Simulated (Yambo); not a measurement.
Absorption of RbAuS$_{2}$O$_{8}$ (space group P-1, No. 2) with and without the electron-hole interaction (Yambo, LDA bands; 6×4×2 mesh, 25 valence and 7 conduction bands, static screening with 114 bands and a 3 Ry block, scissor 2.25 eV, Tamm-Dancoff; field along x). Axes are Cartesian, with cell vectors (Å) (4.36, 0.00, 0.00), (1.40, 4.98, 0.00), (0.27, 2.04, 8.80).

```tsv
E (eV)	Im ε, BSE	Im ε, independent quasiparticles
1.05	0.06	0.03
1.15	0.06	0.03
1.25	0.07	0.04
1.35	0.07	0.04
1.45	0.08	0.04
1.55	0.09	0.04
1.65	0.10	0.05
1.75	0.11	0.05
1.85	0.12	0.05
1.95	0.13	0.05
2.05	0.15	0.06
2.15	0.17	0.06
2.25	0.20	0.07
2.35	0.24	0.07
2.45	0.28	0.08
2.55	0.35	0.08
2.65	0.45	0.09
2.75	0.58	0.10
2.85	0.76	0.11
2.95	1.03	0.12
3.05	1.49	0.14
3.15	2.40	0.16
3.25	4.33	0.18
3.35	8.05	0.20
3.45	10.1	0.24
3.55	6.65	0.28
3.65	3.82	0.33
3.75	2.45	0.41
3.85	1.77	0.51
3.95	1.33	0.66
4.05	1.05	0.90
4.15	0.89	1.30
4.25	0.80	1.98
4.35	0.84	3.14
4.45	1.00	5.19
4.55	1.00	8.27
4.65	0.91	11.0
4.75	0.95	10.2
4.85	1.24	6.48
4.95	1.59	3.65
5.05	1.74	2.26
5.15	1.53	1.59
5.25	1.25	1.17
5.35	1.28	0.90
5.45	1.42	0.78
5.55	1.51	0.77
5.65	1.71	0.79
5.75	2.09	0.85
5.85	2.22	0.96
5.95	1.97	1.18
6.05	1.53	1.54
6.15	1.19	1.77
6.25	1.08	1.80
6.35	1.09	1.53
6.45	0.96	1.19
6.55	0.84	0.95
6.65	0.88	0.82
6.75	1.04	0.78
6.85	1.16	0.82
6.95	1.14	0.99
7.05	1.23	1.39
7.15	1.42	1.79
7.25	1.59	1.69
7.35	1.88	1.22
7.45	1.97	0.93
7.55	1.85	0.71
7.65	1.77	0.54
7.75	1.84	0.47
7.85	2.14	0.46
7.95	2.43	0.47
```

The scissor comes from a G0W0 run whose convergence isn't established. Broadening 0.15 eV. The band window holds all transitions up to 10.8 eV. Fine structure above the onset can come from the mesh.

Without spin-orbit coupling, band edges of such heavy elements can be off by tenths of an eV.

Geometry of the Materials Project entry, not relaxed at this level; primitive cell a = 4.3562 Å, b = 5.1682 Å, c = 9.0377 Å, α = 76.96°, β = 88.31°, γ = 74.31°.
